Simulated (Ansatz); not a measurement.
Is this ZnCd₂S₃ structure stable?

The cell was found from a structure generator's guess, not taken from experiment.

Theory: Ansatz 0.2.0, DFT PBE, scalar-relativistic, plane waves, PAW. Cutoff 420 eV, Γ-centred 10×10×10 mesh (6-atom cell), Gaussian smearing of 0.02 eV, no spin polarisation.

```xyz
6
Lattice="-2.0277 2.0277 8.7321 2.0277 -2.0277 8.7321 2.0277 2.0277 -8.7321" Properties=species:S:1:pos:R:3 pbc="T T T"
Zn    0.0000    0.0000    0.0000
Cd    0.0000    0.0000   11.5513
Cd    0.0000    0.0000    5.9128
S     0.0000    2.0277    4.3660
S     2.0277    0.0000    7.4657
S     2.0277    0.0000    1.2664
```

Formation energies are uncorrected and refer to the elements' standard structures at the same level.

Question: These tests were run: energy against the elements; elastic tensor. What do they show?

Answer:

| test | result |
| --- | --- |
| energy against the elements | −0.698 eV/atom |
| elastic tensor | least eigenvalue 12 GPa |

It fails none of these tests. Other phases of the system weren't compared here, so this isn't yet thermodynamic stability. Phonons away from Γ weren't computed.

The reference form of S is held partly by dispersion forces, which this level lacks. The run for the elastic tensor used a 10×10×10 k mesh.
